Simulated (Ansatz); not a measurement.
**Cs₄I: a bulk modulus from differences**

The structure comes from a generated guess, relaxed at this level; another structure or a mixture of phases may lie lower.

Level of theory: DFT PBE, scalar-relativistic, plane waves, PAW in Ansatz. Settings of the last relaxation (5-atom cell): 420 eV, 6×6×6 k points, Gaussian smearing of 0.10 eV, no spin polarisation.

```
CELL_PARAMETERS angstrom
7.83398 0.00000 0.00000
0.00000 7.83398 0.00000
0.00000 0.00000 7.83398
ATOMIC_POSITIONS crystal
Cs 0.50000 0.50000 0.50000
Cs 0.50000 0.00000 0.00000
Cs 0.00000 0.50000 0.00000
Cs 0.00000 0.00000 0.50000
I 0.00000 0.00000 0.00000
```

The cell was set to several volumes, with shape and atoms relaxed at each where symmetry leaves them free. Pressure is positive in compression, and energies count from the lowest row. No row has a gap on its mesh.

```
row  V (Å³/atom)  P (GPa)  ΔE (meV/atom)
  1       84.618     0.60           19.4
  2       87.502     0.41           10.4
  3       90.387        ?              ?
  4       93.272     0.12            1.1
  5       96.156     0.01            0.0
  6       99.041    -0.09            0.8
  7      101.926    -0.17            3.2
  8      105.772    -0.26            8.5
```

Task: Find B = −V·ΔP/ΔV from rows 4 and 6 and from rows 1 and 2, and from the two its slope B′ and its value B0 at zero pressure.

Result: Rows 4 and 6 give −(93.272 + 99.041)/2 × (-0.09 − (0.12))/(99.041 − 93.272) = 3.5 GPa at a mean pressure of 0.01 GPa. Rows 1 and 2 give −(84.618 + 87.502)/2 × (0.41 − (0.60))/(87.502 − 84.618) = 5.7 GPa at a mean pressure of 0.51 GPa. So B′ = (5.7 − 3.5)/(0.51 − (0.01)) = 4.40 and B0 = 3.5 − 4.40 × (0.01) = 3.5 GPa. A third-order Birch–Murnaghan fit to all the energies gives B0 = 3.5 GPa and B′ = 4.4.

Task: Estimate the pressure and energy of row 3.

Result: From row 5, V0 = 96.156 × (1 + (0.01)/3.5) = 96.431 Å³/atom. Murnaghan's form P = (B0/B′)·[(V0/V)^B′ − 1] gives (3.5/4.40) × [(96.431/90.387)^4.40 − 1] = 0.26 GPa; the computed pressure is 0.25 GPa, so the estimate is off by +0.01 GPa. The work of compression from row 4, with the mean of the two pressures, gives ΔE = 1.1 + (0.26 + 0.12)/2 × (93.272 − 90.387)/160.2 × 1000 = 4.5 meV/atom (1 eV/Å³ = 160.2 GPa); the computed value is 4.4 meV/atom.

These runs have no spin–orbit coupling, which can matter for I. The cell is a metal run without spin; a magnetic state may lie lower. All volumes keep the k mesh of the relaxed cell. A structure relaxed within its symmetry needn't be a true minimum.
